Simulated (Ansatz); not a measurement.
Theory: DFT PBE+D3(BJ), scalar-relativistic, plane waves, PAW in Ansatz 0.2.0. The final run on the 5-atom cell used 420 eV, a Γ-centred 12×12×4 mesh, 0.10 eV smearing and no spin polarisation.

Formation energies are uncorrected and count from the elements' standard states at the same level.

Question: Propose a candidate for a trigonal metal that holds Se and 2 more elements, with a formation energy near −0.68 eV/atom and a density near 6.6 g/cm³, in a cell of 5 atoms.

Answer: ZrBiSe₃, space group P3m1 (No. 156). Zr has 6 Se at 2.65–2.67 Å; Bi is surrounded by 1 Se at 2.61 Å and 1 Se at 3.34 Å; Se on its first site has 1 Bi at 2.61 Å; Se on its second site has 3 Zr at 2.65 Å; 1 more site not described.

```
Zr Bi Se
1.0
     3.59438    0.00000    0.00000
    -1.79719    3.11283    0.00000
     0.00000    0.00000   12.16281
Zr Bi Se
1 1 3
Cartesian
  1.7972 1.0376 4.6753
  0.0000 0.0000 9.6945
  0.0000 0.0000 0.1367
  0.0000 2.0752 3.0238
  0.0000 0.0000 6.3579
```

The volume per atom is 27.2 Å³, the density is 6.6 g/cm³ and the energy over the elements is −0.68 eV/atom. The gap on the 12×12×4 mesh of the 5-atom cell is 0 eV (a metal).

It was reached by relaxing an invented guess, and it needn't be the stable form of this composition. The answer needn't be unique; the calculation gave this one.

These runs have no spin–orbit coupling, which can matter for Bi. An odd number of electrons in the primitive cell allows no gap without spin; a larger cell or a magnetic state could open one. Symmetry constrained the relaxation, so the result can be a saddle point.
